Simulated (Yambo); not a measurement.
```xyz
4
Lattice="-2.0308 2.9062 3.4165 2.0308 -2.9062 3.4165 2.0308 2.9062 -3.4165" Properties=species:S:1:pos:R:3 pbc="T T T"
O      0.0000     3.6423     0.0000
O      0.0000     2.1702     0.0000
Rb     0.0000     0.0000     1.7353
Rb     0.0000     0.0000     5.0976
```

RbO (space group Immm, No. 71): mean Im ε in 1 eV windows above the direct gap of 4.05 eV, for different electron-hole kernels (Yambo, broadening 0.15 eV, LDA (Quantum ESPRESSO, PseudoDojo norm-conserving, 84 Ry, scalar-relativistic) bands; 6×6×6 mesh, 5 valence and 8 conduction bands, static screening with 47 bands and a 4 Ry block, scissor 2.14 eV, Tamm-Dancoff; field along x).

```csv
window (eV),independent quasiparticles,BSE
4.1 to 5.1,0.4,0.9
5.1 to 6.1,0.8,0.8
6.1 to 7.1,0.5,1.3
7.1 to 8.1,0.6,2.5
8.1 to 9.1,2.1,1.4
```

This run doesn't resolve bound excitons or single peaks, so only averages are given, and they too depend on the mesh; weight that the attraction moves below the gap isn't listed. All transitions below 10.37 eV are in the band window. The scissor comes from a G0W0 run whose convergence isn't established.

Geometry relaxed with LDA.
